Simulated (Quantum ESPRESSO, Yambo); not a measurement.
KAuF4 (space group I4/mcm, No. 140): one geometry, one set of PBEsol (pw.x of Quantum ESPRESSO, ONCV potentials, scalar-relativistic) orbitals, self-energies from Yambo (2×2×2 Γ-centred k mesh, bands 9 to 315 and a 7 Ry block in the screening, 315 bands in G with the Bruneval-Gonze terminator, plasmon pole fitted at 27.2 eV).

| level | gap X → X (eV) |
|---|---|
| PBEsol (Quantum ESPRESSO) | 2.32 |
| exchange only (Hartree-Fock self-energy on PBEsol orbitals) | 13.57 |
| static COHSEX@PBEsol | ___ |
| G0W0@PBEsol, plasmon pole | ___ |

Complete the blanks.


- static COHSEX@PBEsol, gap X → X (eV): 7.36
- G0W0@PBEsol, plasmon pole, gap X → X (eV): 6.34

Bare exchange has no screening and gives the widest gap; static COHSEX screens it but leaves out the frequency dependence, which G0W0 restores.

Nearest settings tried, and what they do to the gap: 159 bands in W: +40 meV; 6 Ry block (349 vectors against 445): +10 meV. Not varied: bands in G, mesh. So the settings aren't converged at that level. The k mesh is coarse.

Spin-orbit coupling is not included.

Geometry of the Materials Project entry, not relaxed at this level; primitive cell a = 7.0789 Å, b = 7.0789 Å, c = 7.0789 Å, α = 129.81°, β = 129.81°, γ = 73.72°.
